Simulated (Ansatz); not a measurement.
Data:

Relaxed Ta (bcc, W type):

```yaml
crystal:
  lattice:
    - [-3.31957, 3.31957, 3.31957]
    - [1.65979, -1.65979, 1.65979]
    - [1.65979, 1.65979, -1.65979]
  atoms:
    - { symbol: Ta, position: [0.00000, 0.00000, 0.00000] }
    - { symbol: Ta, position: [0.50000, 0.00000, 0.00000] }
```

Scan: atom 1 (Ta, nearest neighbour Ta at 2.875 Å; its periodic images, 2.9 Å or more away, move with it) is displaced along Cartesian x, direction (1.000, 0.000, 0.000) in Cartesian axes, by s. The other atoms stay.

Computed with PBE (plane waves to 420 eV, PAW, scalar-relativistic; Ansatz, a first-principles code). k mesh 8×16×16 (Γ-centred), Fermi-Dirac smearing 0.05 eV. The energy includes the smearing's −TS. With partly filled bands, energies and forces of such displacements shift with the k mesh and the smearing. On this mesh the relaxed cell isn't quite at rest: it carries a pressure of 0.2 GPa (compression positive) at the zero of the scan. Spin-orbit coupling is left out, though Ta is heavy. Ta is run without spin polarisation. Ta was relaxed with its symmetry unable to fall. ΔE is measured from the undisplaced structure.

The scan covers s from -0.570 to 0.570 Å in 11 points.

Q: Is the energy the same for equal positive and negative displacements?

A: Even: the same for both signs. With its periodic images moving along, the atom's site symmetry in this cell is mmm.

Q: What is the energy change at s = 0.570 Å?

A: 720 meV/cell.

Q: What force acts on the atom along the line at s = -0.570 Å?

A: 1.59 eV/Å.

Q: What is the force constant k = d²E/ds² of this move at s = 0?

A: 6.73 eV/Å².

(A displaced cell: forces are minus the slopes of the energy, force constants its curvatures, and phonons follow from these.)
